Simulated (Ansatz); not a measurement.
## Screened interactions on the Ce 4f shell in CeO2 (constrained RPA, Ansatz)

```yaml
crystal:
  lattice:
    - [0.00000, 2.70486, 2.70486]
    - [2.70486, 0.00000, 2.70486]
    - [2.70486, 2.70486, 0.00000]
  atoms:
    - { symbol: Ce, position: [0.00000, 0.00000, 0.00000] }
    - { symbol: O, position: [0.25000, 0.25000, 0.25000] }
    - { symbol: O, position: [0.75000, 0.75000, 0.75000] }
```

Static constrained RPA on plane waves and PAW, scalar-relativistic, on a state without spin or U. Transitions among the bands of the window are left out of the screening, since a model of those bands treats them itself; v1 is the nominal top filled band and c1 the next. U, U′ and J are Kanamori averages: repulsion in one orbital, between two orbitals, and their exchange. ± is the run's own bound on what its cutoffs leave out.

**Question.** How large are U and J on the Ce 4f shell, bare and screened?

**Answer.** 
```csv
functional,cutoff (eV),model,window,screening to,empty bands,k and q mesh,U (eV),U′ (eV),J (eV),bare U (eV),bare J (eV)
PBE,420,f and p,v6 to c7,150 eV,132,4×4×4,11.48 ± 0.14,10.29,0.56,25.14,0.69
PBEsol,420,f and p,v6 to c7,150 eV,132,4×4×4,11.39 ± 0.13,10.21,0.56,25.12,0.69
```

Screening cuts U from 25.1 to 11.5 eV, but J only from 0.69 to 0.56 eV (PBE, f and p model): exchange comes from the aspherical part of the shell's charge, which the surroundings hardly screen. Going from PBE to PBEsol changes U by -0.08 eV in the f and p model. Of 4 runs of this kind 2 are left out: 2 are in doubt (orbitals that fit the window loosely, a window with nothing to leave out or a known fault).

Caveats: coarse k-point mesh; it rests on a state without spin or U.
